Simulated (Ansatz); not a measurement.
Pb (P6_3/mmc): electronic heat capacity and spin susceptibility from the density of states

Level of theory: DFT PBEsol, scalar-relativistic, plane waves, PAW in Ansatz 0.2.0.

Cutoff 420 eV; k points 12×12×8 on the computed 2-atom cell (Γ-centred); Gaussian smearing, width 0.10 eV; no spin polarisation.

Relaxed cell: P6_3/mmc, a = 3.456 Å, b = 3.456 Å, c = 5.781 Å, α = 90.00°, β = 90.00°, γ = 120.00°, 2 atoms in the primitive cell. This form isn't the element's structure at ambient conditions.

The density of states at the Fermi level is 1.046 states/eV in the cell of 2 atoms (2 formula units; both spins, tetrahedra on a 18×18×12 mesh).

Q: What Sommerfeld coefficient and Pauli susceptibility does this give?

A: Per formula unit N(E_F) = 0.523 states/eV. γ = (π²/3) k_B² N(E_F) N_A = 2.357 mJ/(mol K²) per state/eV, so γ = 1.2 mJ/(mol K²), a mole of formula units. χ_P = μ_B² N(E_F) N_A = 3.23×10⁻⁵ emu/mol per state/eV gives 1.7×10⁻⁵ emu/mol. This is the bare band result: a measured γ of the same phase is as a rule larger by a factor 1 + λ from phonons and spin fluctuations, the spin part of χ is larger by the Stoner factor, and a measured χ also holds orbital and core terms. N(E_F) at one energy is sensitive to the mesh where the density of states has sharp peaks.

Spin-orbit coupling is left out, which matters for the bands of heavy elements.

Cost: 1 run of about 0.51 core-minutes, on AMD EPYC 7R43 (Zen 3) (shared hosts).